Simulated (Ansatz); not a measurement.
# Orbital-resolved density of states of InPd

```xyz
2
Lattice="3.2719 0.0000 0.0000 0.0000 3.2719 0.0000 0.0000 0.0000 3.2719" Properties=species:S:1:pos:R:3 pbc="T T T"
In    0.0000    0.0000    0.0000
Pd    1.6359    1.6359    1.6359
```

Atom numbers follow the list: In1, Pd2.

Structure from Materials Project entry mp-21215 (possibly hypothetical), not relaxed further.

Spin polarisation is left out, and whether a magnetic state lies lower isn't shown here.

No spin–orbit coupling, which matters for the heavy atoms here.

Computed with DFT, LDA, all-electron LAPW, scalar-relativistic in Ansatz 0.2.0.

Settings: a Γ-centred 13×13×13 k mesh, Fermi–Dirac smearing of 0.03 eV, basis error target 1 meV/atom, no spin polarisation.

States per eV for one atom of each kind, in 0.4 eV bins named by their centres, from the Fermi level, projected on a minimal set of Löwdin-orthogonalised atomic shells; orbitals are real harmonics on the Cartesian axes, equal curves share a column, and empty bins are left out, as is all above 4.5 eV, near the top of the computed bands.

Pd2 4d:

```
# E all dz2=dx2-y2 dxz=dyz=dxy
-8.7 0.01 0.00 0.00
-8.3 0.01 0.00 0.00
-7.9 0.02 0.00 0.01
-7.5 0.05 0.00 0.01
-7.1 0.09 0.00 0.03
-6.7 0.23 0.00 0.08
-6.3 0.42 0.00 0.14
-5.9 0.22 0.00 0.07
-5.5 0.17 0.02 0.04
-5.1 0.15 0.04 0.02
-4.7 0.61 0.09 0.14
-4.3 1.64 0.24 0.39
-3.9 2.89 0.96 0.32
-3.5 2.40 0.74 0.30
-3.1 4.57 0.86 0.95
-2.7 4.60 0.49 1.21
-2.3 2.67 0.42 0.61
-1.9 0.84 0.30 0.08
-1.5 0.21 0.03 0.05
-1.1 0.68 0.28 0.04
-0.7 0.51 0.19 0.05
-0.3 0.33 0.10 0.04
0.1 0.23 0.06 0.03
0.5 0.14 0.04 0.02
0.9 0.10 0.02 0.02
1.3 0.10 0.02 0.02
1.7 0.13 0.01 0.04
2.1 0.13 0.01 0.04
2.5 0.09 0.01 0.03
2.9 0.07 0.01 0.02
3.3 0.06 0.01 0.02
3.7 0.06 0.01 0.02
4.1 0.05 0.00 0.01
```

In1 5p:

```
# E all pz=px=py
-9.9 0.02 0.01
-9.5 0.06 0.02
-9.1 0.09 0.03
-8.7 0.11 0.04
-8.3 0.13 0.04
-7.9 0.15 0.05
-7.5 0.17 0.06
-7.1 0.19 0.06
-6.7 0.22 0.07
-6.3 0.15 0.05
-5.9 0.08 0.03
-5.5 0.13 0.04
-5.1 0.17 0.06
-4.7 0.36 0.12
-4.3 0.74 0.25
-3.9 0.42 0.14
-3.5 0.30 0.10
-3.1 0.35 0.12
-2.7 0.27 0.09
-2.3 0.24 0.08
-1.9 0.14 0.05
-1.5 0.12 0.04
-1.1 0.37 0.12
-0.7 0.41 0.14
-0.3 0.36 0.12
0.1 0.32 0.11
0.5 0.28 0.09
0.9 0.25 0.08
1.3 0.25 0.08
1.7 0.27 0.09
2.1 0.34 0.11
2.5 0.33 0.11
2.9 0.29 0.10
3.3 0.32 0.11
3.7 0.37 0.12
4.1 0.42 0.14
```

In1 5s:

```
# E all
-9.9 0.06
-9.5 0.09
-9.1 0.11
-8.7 0.13
-8.3 0.15
-7.9 0.18
-7.5 0.22
-7.1 0.31
-6.7 0.45
-6.3 0.36
-5.9 0.12
-5.5 0.06
-5.1 0.03
-4.7 0.04
-4.3 0.05
-3.9 0.04
-3.5 0.01
-3.1 0.03
-2.7 0.03
-2.3 0.03
-1.9 0.02
-1.5 0.02
-1.1 0.04
-0.7 0.06
-0.3 0.10
0.1 0.14
0.5 0.07
0.9 0.09
1.3 0.16
1.7 0.26
2.1 0.28
2.5 0.26
2.9 0.19
3.3 0.15
3.7 0.11
4.1 0.09
```
